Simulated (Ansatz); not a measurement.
What does Ansatz print for the nuclei with this input?

The cell is a structure deposited in the COD, ions relaxed with PBE at fixed cell.

```yaml
crystal:
  lattice:
    - [11.269, 0.0, 0.0]
    - [0.0, 3.9717, 0.0]
    - [0.0, 0.0, 11.129]
  atoms:
    - { symbol: Bi, position: [0.0103437295, 0.25, 0.6750628712] }
    - { symbol: Bi, position: [0.4896562705, 0.75, 0.1750628712] }
    - { symbol: Bi, position: [0.5103437295, 0.25, 0.8249371288] }
    - { symbol: Bi, position: [0.9896562705, 0.75, 0.3249371288] }
    - { symbol: Bi, position: [0.3367732289, 0.25, 0.4680148528] }
    - { symbol: Bi, position: [0.1632267711, 0.75, 0.9680148528] }
    - { symbol: Bi, position: [0.8367732289, 0.25, 0.0319851472] }
    - { symbol: Bi, position: [0.6632267711, 0.75, 0.5319851472] }
    - { symbol: S, position: [0.0500051045, 0.25, 0.1293452092] }
    - { symbol: S, position: [0.4499948955, 0.75, 0.6293452092] }
    - { symbol: S, position: [0.5500051045, 0.25, 0.3706547908] }
    - { symbol: S, position: [0.9499948955, 0.75, 0.8706547908] }
    - { symbol: S, position: [0.3774065098, 0.25, 0.0564080098] }
    - { symbol: S, position: [0.1225934902, 0.75, 0.5564080098] }
    - { symbol: S, position: [0.8774065098, 0.25, 0.4435919902] }
    - { symbol: S, position: [0.6225934902, 0.75, 0.9435919902] }
    - { symbol: S, position: [0.2165072836, 0.25, 0.80639182] }
    - { symbol: S, position: [0.2834927164, 0.75, 0.30639182] }
    - { symbol: S, position: [0.7165072836, 0.25, 0.69360818] }
    - { symbol: S, position: [0.7834927164, 0.75, 0.19360818] }
kpoints:
  mp_grid: { grid: [3, 7, 3] }
scf:
  occupations: { method: fermi_dirac, width: 0.02 }
hamiltonian:
  xc: r2scan
  pseudopotentials: { kind: paw }
output:
  forces: true
  stress: true
  populations: true
  efg:
    quadrupole_moments_barn: { Bi: -0.516, S: -0.0694 }
    contact_densities: true
  write_density: true
  write_potential: true
  elf: true
  volumetric_format: npy
```

```sh
ansatz run input.yaml --threads 2 --pin off --max-ram 5120MiB --backend cpu --events-out ev --progress --plain --runs-dir out
```

Of the output, the block on the nuclei alone is shown; the set-up, the SCF iterations, energies, forces and stress are cut. One atom of each set with nearly equal values is shown.

```
--- PAW observables at the nuclei: V_zz in 10²¹ V/m², potentials from the cell's mean, atoms counted from 1 ---
  atom   1  Bi V_zz =    +7.430486   η = 0.8587   by run symmetry: allowed   C_q = -92.7089 MHz
            electrostatic potential = -17827.907805 V   contact ρ = 17899171.208076 e/Å³
  atom   5  Bi V_zz =   -20.323375   η = 0.0904   by run symmetry: allowed   C_q = +253.5712 MHz
            electrostatic potential = -17827.923574 V   contact ρ = 17899136.419654 e/Å³
  atom   9  S  V_zz =    +4.203764   η = 0.9241   by run symmetry: allowed   C_q = -7.0543 MHz
            electrostatic potential = -1635.663933 V   contact ρ = 19740.504520 e/Å³
  atom  13  S  V_zz =    -8.508147   η = 0.1176   by run symmetry: allowed   C_q = +14.2774 MHz
            electrostatic potential = -1635.811382 V   contact ρ = 19740.704242 e/Å³
  atom  17  S  V_zz =    -2.525011   η = 0.0593   by run symmetry: allowed   C_q = +4.2372 MHz
            electrostatic potential = -1635.702601 V   contact ρ = 19741.209429 e/Å³
```

The run took 2 min of wall time (3.8 min of CPU time) and 2.4 GiB at its peak, on 2 threads of Intel Xeon Processor @ 2.50GHz (Skylake/Cascade Lake) (x86_64; 62 cores open to the job, memory cap 5.0 GiB, no GPU), a shared host with a load of 0.7 a core.

Spin–orbit coupling is left out, which shifts gradients on Bi by a few per cent, and by more where contributions nearly cancel.
